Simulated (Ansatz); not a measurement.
NMR crystallography of TiO2 with Bi replacing Ti: given against relaxed positions

Start: a supercell of TiO2 (rutile type, P4_2/mnm) built from a COD entry, with all atoms left at the host's positions.

```cif
data_Ti11BiO24
_symmetry_space_group_name_H-M 'Pmmm'
_symmetry_Int_Tables_number 47
_cell_length_a 6.4944
_cell_length_b 6.4944
_cell_length_c 8.8722
_cell_angle_alpha 90.000
_cell_angle_beta 90.000
_cell_angle_gamma 90.000
loop_
_atom_site_label
_atom_site_type_symbol
_atom_site_symmetry_multiplicity
_atom_site_Wyckoff_symbol
_atom_site_fract_x
_atom_site_fract_y
_atom_site_fract_z
Bi Bi 1 a 0.0000 0.0000 0.0000
Ti2 Ti 2 q 0.0000 0.0000 0.3333
Ti4 Ti 1 f 0.5000 0.5000 0.0000
Ti5 Ti 2 t 0.5000 0.5000 0.3333
Ti7 Ti 2 s 0.5000 0.0000 0.1667
Ti8 Ti 1 d 0.5000 0.0000 0.5000
Ti10 Ti 2 r 0.0000 0.5000 0.1667
Ti11 Ti 1 g 0.0000 0.5000 0.5000
O13 O 2 i 0.3050 0.0000 0.0000
O14 O 4 w 0.3050 0.0000 0.3333
O16 O 2 k 0.8050 0.5000 0.0000
O17 O 4 x 0.8050 0.5000 0.3333
O19 O 4 v 0.5000 0.3050 0.1667
O20 O 2 p 0.5000 0.3050 0.5000
O22 O 4 u 0.0000 0.8050 0.1667
O23 O 2 n 0.0000 0.8050 0.5000
```

One atom of each set is listed.

Level of theory: DFT, PBE, plane waves and PAW, scalar-relativistic, 420 eV cutoff, Γ-centred 3×3×2 k-points, Fermi–Dirac smearing 0.01 eV, cell charge -1 (Ansatz 0.2.0).

The largest force at the start is 4.2 eV/Å. Relaxing the ions at fixed cell moves them by 0.285 Å at most (atom 34, O) and 0.104 Å rms.

```tsv
site	moved (Å)	first shell before	first shell after	V_zz before (10²¹ V/m²)	η before
Bi	0.000	6 O at 1.95–1.98 Å	6 O at 2.11–2.22 Å	-12.83	0.57
Ti2	0.072	6 O at 1.95–1.98 Å	6 O at 1.89–1.98 Å	-3.58	0.57
Ti4	0.000	6 O at 1.95–1.98 Å	6 O at 1.94–1.99 Å	-1.45	0.92
Ti5	0.009	6 O at 1.95–1.98 Å	6 O at 1.95 Å	-1.64	0.69
Ti7	0.029	6 O at 1.95–1.98 Å	6 O at 1.89–1.98 Å	-2.61	1.00
Ti10	0.030	6 O at 1.95–1.98 Å	6 O at 1.88–1.98 Å	-3.16	0.25
Ti11	0.000	6 O at 1.95–1.98 Å	6 O at 1.94–1.95 Å	-2.14	0.39
O13	0.131	2 Ti at 1.95 Å, 1 Bi at 1.98 Å	2 Ti at 1.89 Å, 1 Bi at 2.11 Å	6.43	0.55
O17	0.053	3 Ti at 1.95–1.98 Å	3 Ti at 1.94–1.98 Å	-2.22	0.97
O20	0.010	3 Ti at 1.95–1.98 Å	3 Ti at 1.95–1.97 Å	2.34	0.97
O22	0.285	2 Ti at 1.95–1.98 Å, 1 Bi at 1.95 Å	2 Ti at 1.88–1.89 Å, 1 Bi at 2.22 Å	5.86	0.78
O23	0.030	3 Ti at 1.95–1.98 Å	3 Ti at 1.91–1.95 Å	-2.04	0.79
```

Problem. What are V_zz and η after the relaxation?

Solution. 

| site | V_zz after | η after | change of V_zz |
| --- | --- | --- | --- |
| Bi | -22.1 | 0.65 | – |
| Ti2 | 5.01 | 0.48 | – |
| Ti4 | -2.44 | 0.50 | -0.99 |
| Ti5 | 1.54 | 0.34 | – |
| Ti7 | -4.78 | 0.49 | -2.17 |
| Ti10 | -5.00 | 0.73 | – |
| Ti11 | -1.01 | 0.38 | +1.13 |
| O13 | -2.28 | 0.87 | – |
| O17 | -3.41 | 0.63 | -1.19 |
| O20 | -3.04 | 0.79 | – |
| O22 | 3.54 | 0.66 | -2.32 |
| O23 | 2.68 | 0.21 | – |

The largest change of V_zz along a kept axis is on O22, from 5.86 to 3.54. The whole tensor moves most on Bi, by 32.17 along its most changed direction. In per cent, |V_zz| changes by -53 to +84 on Ti, -40 to +54 on O (all sites that start above 2, bar those whose gradient vanishes or changes sign or whose main axis turns by over 40°). Where |V_zz| stays above 0.1 and the axes keep their order, η moves most on Ti7, from 1.00 to 0.49. On Bi, O13, Ti2, Ti10, O20, O23, Ti5 the largest principal value lies along another axis in the second run, so the two V_zz can't be compared directly. The table leaves out 4 of the 16 sites, with |V_zz| up to 2.42; their tensors move by 0.52 at most along any direction. The statements above cover all sites. The electronic state changes along with the positions (a gap opens), so the changes aren't those of geometry alone. The host's own positions weren't relaxed first, so part of the change far from the defect can be the host's relaxation.

The defect repeats with the cell of 36 atoms, so it feels its images: sites between two images don't show the values beside a lone defect, and zeros or small values of η there can come from the images' arrangement. O and Ti carry a gradient in the pure host already, so the values there aren't the defect's effect alone. A uniform background compensates the cell's charge. Spin–orbit coupling is left out, which shifts gradients on Bi by a few per cent in wide-gap crystals, and can shift them far more where the calculated gap is small or absent, as here. The cell keeps the host's lattice, where the PBE pressure is 14 GPa (in a charged cell this depends on the convention for the mean potential).
Before: The run isn't spin-polarised, and a state with spin may lie lower. The defect cell has no gap above 0.1 eV on its mesh, so the values can hang on the smearing and the k-mesh. The neighbours have not yet relaxed around the defect (largest force 4.2 eV/Å), so the values at and beside it are those of a strained start, not of the defect in a real crystal.
After: The relaxation keeps the site symmetry mmm of the start, so the impurity can't leave its site; a start off the site could end lower.
